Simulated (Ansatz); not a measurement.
This is a relaxation of cell and atoms with the plane-wave code Ansatz on an ordered 8-atom cell of Ga4P3N on the zincblende lattice (P-43m); the level of theory is PBE. It starts from a guessed cell.

```yaml
crystal:
  lattice:
    - [4.9575335565, 0.0, 0.0]
    - [0.0, 4.9575335565, 0.0]
    - [0.0, 0.0, 4.9575335565]
  atoms:
    - { symbol: "N", position: [0.0, 0.0, 0.0] }
    - { symbol: Ga, position: [0.75, 0.75, 0.75] }
    - { symbol: P, position: [0.5, 0.5, 0.0] }
    - { symbol: Ga, position: [0.25, 0.25, 0.75] }
    - { symbol: P, position: [0.5, 0.0, 0.5] }
    - { symbol: Ga, position: [0.25, 0.75, 0.25] }
    - { symbol: P, position: [0.0, 0.5, 0.5] }
    - { symbol: Ga, position: [0.75, 0.25, 0.25] }
kpoints:
  mp_grid: { grid: [6, 6, 6] }
hamiltonian:
  xc: pbe
scf:
  occupations: { method: fermi_dirac, width: 0.02 }
relax:
  f_tol: 0.005
  cell: {}
```

The trajectory has 8 recorded frames, each with positions in Å and forces in eV/Å. The last, and any step after a large change of cell, is solved on a basis re-selected at its cell; pressure is positive in compression.

Step 1: energy 0.0 meV/atom from step 1, largest force component 2.189 eV/Å, pressure +29.82 GPa
```xyz
8
Lattice="4.9575 0.0000 0.0000 0.0000 4.9575 0.0000 0.0000 0.0000 4.9575" Properties=species:S:1:pos:R:3:forces:R:3 pbc="T T T"
N     0.0000    0.0000    0.0000    0.0000    0.0000    0.0000
Ga    3.7182    3.7182    3.7182    2.1887    2.1887    2.1887
P     2.4788    2.4788    0.0000    0.0000    0.0000    0.0000
Ga    1.2394    1.2394    3.7182   -2.1887   -2.1887    2.1887
P     2.4788    0.0000    2.4788    0.0000    0.0000    0.0000
Ga    1.2394    3.7182    1.2394   -2.1887    2.1887   -2.1887
P     0.0000    2.4788    2.4788    0.0000    0.0000    0.0000
Ga    3.7182    1.2394    1.2394    2.1887   -2.1887   -2.1887
```

Step 2: energy -375.2 meV/atom from step 1, largest force component 0.552 eV/Å, pressure +5.98 GPa
```xyz
8
Lattice="5.1739 0.0000 0.0000 0.0000 5.1739 0.0000 0.0000 0.0000 5.1739" Properties=species:S:1:pos:R:3:forces:R:3 pbc="T T T"
N     0.0000    0.0000    0.0000    0.0000    0.0000    0.0000
Ga    3.9628    3.9628    3.9628    0.5522    0.5522    0.5522
P     2.5870    2.5870    0.0000    0.0000    0.0000    0.0000
Ga    1.2112    1.2112    3.9628   -0.5522   -0.5522    0.5522
P     2.5870    0.0000    2.5870    0.0000    0.0000    0.0000
Ga    1.2112    3.9628    1.2112   -0.5522    0.5522   -0.5522
P     0.0000    2.5870    2.5870    0.0000    0.0000    0.0000
Ga    3.9628    1.2112    1.2112    0.5522   -0.5522   -0.5522
```

Question: How does the relaxation go on, and where does it end?

Answer:
Step 3: energy -402.0 meV/atom from step 1, largest force component 0.017 eV/Å, pressure +1.80 GPa
```xyz
8
Lattice="5.2308 0.0000 0.0000 0.0000 5.2308 0.0000 0.0000 0.0000 5.2308" Properties=species:S:1:pos:R:3:forces:R:3 pbc="T T T"
N     0.0000    0.0000    0.0000    0.0000    0.0000    0.0000
Ga    4.0382    4.0382    4.0382    0.0168    0.0168    0.0168
P     2.6154    2.6154    0.0000    0.0000    0.0000    0.0000
Ga    1.1926    1.1926    4.0382   -0.0168   -0.0168    0.0168
P     2.6154    0.0000    2.6154    0.0000    0.0000    0.0000
Ga    1.1926    4.0382    1.1926   -0.0168    0.0168   -0.0168
P     0.0000    2.6154    2.6154    0.0000    0.0000    0.0000
Ga    4.0382    1.1926    1.1926    0.0168   -0.0168   -0.0168
```

Step 4: energy -403.6 meV/atom from step 1, largest force component 0.014 eV/Å, pressure +0.08 GPa
```xyz
8
Lattice="5.2612 0.0000 0.0000 0.0000 5.2612 0.0000 0.0000 0.0000 5.2612" Properties=species:S:1:pos:R:3:forces:R:3 pbc="T T T"
N     0.0000    0.0000    0.0000    0.0000    0.0000    0.0000
Ga    4.0610    4.0610    4.0610    0.0136    0.0136    0.0136
P     2.6306    2.6306    0.0000    0.0000    0.0000    0.0000
Ga    1.2002    1.2002    4.0610   -0.0136   -0.0136    0.0136
P     2.6306    0.0000    2.6306    0.0000    0.0000    0.0000
Ga    1.2002    4.0610    1.2002   -0.0136    0.0136   -0.0136
P     0.0000    2.6306    2.6306    0.0000    0.0000    0.0000
Ga    4.0610    1.2002    1.2002    0.0136   -0.0136   -0.0136
```

Step 5: energy -403.6 meV/atom from step 1, largest force component 0.000 eV/Å, pressure 0.00 GPa
```xyz
8
Lattice="5.2624 0.0000 0.0000 0.0000 5.2624 0.0000 0.0000 0.0000 5.2624" Properties=species:S:1:pos:R:3:forces:R:3 pbc="T T T"
N     0.0000    0.0000    0.0000    0.0000    0.0000    0.0000
Ga    4.0628    4.0628    4.0628   -0.0001   -0.0001   -0.0001
P     2.6312    2.6312    0.0000    0.0000    0.0000    0.0000
Ga    1.1996    1.1996    4.0628    0.0001    0.0001   -0.0001
P     2.6312    0.0000    2.6312    0.0000    0.0000    0.0000
Ga    1.1996    4.0628    1.1996    0.0001   -0.0001    0.0001
P     0.0000    2.6312    2.6312    0.0000    0.0000    0.0000
Ga    4.0628    1.1996    1.1996   -0.0001    0.0001    0.0001
```

Step 6: energy -408.8 meV/atom from step 1, largest force component 0.000 eV/Å, pressure +0.37 GPa
```xyz
8
Lattice="5.2624 0.0000 0.0000 0.0000 5.2624 0.0000 0.0000 0.0000 5.2624" Properties=species:S:1:pos:R:3:forces:R:3 pbc="T T T"
N     0.0000    0.0000    0.0000    0.0000    0.0000    0.0000
Ga    4.0628    4.0628    4.0628   -0.0003   -0.0003   -0.0003
P     2.6312    2.6312    0.0000    0.0000    0.0000    0.0000
Ga    1.1996    1.1996    4.0628    0.0003    0.0003   -0.0003
P     2.6312    0.0000    2.6312    0.0000    0.0000    0.0000
Ga    1.1996    4.0628    1.1996    0.0003   -0.0003    0.0003
P     0.0000    2.6312    2.6312    0.0000    0.0000    0.0000
Ga    4.0628    1.1996    1.1996   -0.0003    0.0003    0.0003
```

Step 7: energy -408.8 meV/atom from step 1, largest force component 0.000 eV/Å, pressure +0.02 GPa
```xyz
8
Lattice="5.2691 0.0000 0.0000 0.0000 5.2691 0.0000 0.0000 0.0000 5.2691" Properties=species:S:1:pos:R:3:forces:R:3 pbc="T T T"
N     0.0000    0.0000    0.0000    0.0000    0.0000    0.0000
Ga    4.0678    4.0678    4.0678   -0.0004   -0.0004   -0.0004
P     2.6346    2.6346    0.0000    0.0000    0.0000    0.0000
Ga    1.2013    1.2013    4.0678    0.0004    0.0004   -0.0004
P     2.6346    0.0000    2.6346    0.0000    0.0000    0.0000
Ga    1.2013    4.0678    1.2013    0.0004   -0.0004    0.0004
P     0.0000    2.6346    2.6346    0.0000    0.0000    0.0000
Ga    4.0678    1.2013    1.2013   -0.0004    0.0004    0.0004
```

Step 8: energy -408.9 meV/atom from step 1, largest force component 0.000 eV/Å, pressure +0.02 GPa
```xyz
8
Lattice="5.2691 0.0000 0.0000 0.0000 5.2691 0.0000 0.0000 0.0000 5.2691" Properties=species:S:1:pos:R:3:forces:R:3 pbc="T T T"
N     0.0000    0.0000    0.0000    0.0000    0.0000    0.0000
Ga    4.0678    4.0678    4.0678   -0.0003   -0.0003   -0.0003
P     2.6346    2.6346    0.0000    0.0000    0.0000    0.0000
Ga    1.2013    1.2013    4.0678    0.0003    0.0003   -0.0003
P     2.6346    0.0000    2.6346    0.0000    0.0000    0.0000
Ga    1.2013    4.0678    1.2013    0.0003   -0.0003    0.0003
P     0.0000    2.6346    2.6346    0.0000    0.0000    0.0000
Ga    4.0678    1.2013    1.2013   -0.0003    0.0003    0.0003
```

In 6 steps the volume changed by +20.1 %; between the first SCF and the last, each on a basis chosen for its cell, the energy fell by 409 meV an atom. At the end: it is cubic, P-43m (No. 215); a = 5.269 Å in the conventional setting, 18.29 Å³ an atom. N has 4 Ga at 2.08 Å; Ga has 1 N at 2.08 Å and 3 P at 2.36 Å; P has 4 Ga at 2.36 Å.

Run as `ansatz run input.yaml --threads 2 --pin off --max-ram 20275MiB --backend cpu --events-out ev --progress --plain --runs-dir out`. Wall time 30 s on 2 threads of AMD EPYC 7R13 Processor (Zen 3), with other jobs on the host, load about 4.7 per core; peak host memory 0.64 GiB.

Spin-unpolarised throughout. Whether this structure exists isn't addressed.

Overlapping bands make a metal at that level, for which these meshes are coarse; small forces, stresses and energy differences are uncertain. A small overlap in a semilocal functional can be an artefact that a hybrid or GW lifts.
